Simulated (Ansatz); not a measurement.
# How the vibrations of AgO change with volume

These are results of DFT LDA, scalar-relativistic, plane waves, PAW (Ansatz), not measurements. Cutoff 420 eV, 16×16×16 k-points (Γ-centred), Fermi-Dirac smearing of 0.15 eV. No spin polarisation. Phonons by linear response, acoustic sum rule imposed.

The cell, relaxed at this level:
```cif
data_structure
_symmetry_space_group_name_H-M 'F-43m'
_symmetry_Int_Tables_number 216
_cell_length_a 4.8881
_cell_length_b 4.8881
_cell_length_c 4.8881
_cell_angle_alpha 90.000
_cell_angle_beta 90.000
_cell_angle_gamma 90.000
_cell_volume 116.79
loop_
_atom_site_label
_atom_site_type_symbol
_atom_site_symmetry_multiplicity
_atom_site_Wyckoff_symbol
_atom_site_fract_x
_atom_site_fract_y
_atom_site_fract_z
_atom_site_occupancy
Ag1 Ag 4 a 0.00000 0.00000 0.00000 1
O1 O 4 c 0.25000 0.25000 0.25000 1
```

In a metal, frequencies depend on the k mesh and the smearing, soft modes most. Spin polarisation was left out, and a magnetic state may lie lower.

Cells at 0.98 and 1.02 times the equilibrium volume were relaxed in shape and atoms; γ = −d ln ν / d ln V, modes matched by rank.

(1) Give the optical frequencies at Γ (cm⁻¹) at the three volumes and the mode Grüneisen parameters.

(2) What pressures hold the two strained cells, and what bulk modulus follows?

## Answers

(1)
```json
{"0.98 V": "270", "V": "255", "1.02 V": "239", "γ": "3.02", "degeneracy": "3"}
```

(2) 2.62 GPa at 0.98 V and -2.32 GPa at 1.02 V, so B = −dP/d ln V ≈ 123 GPa.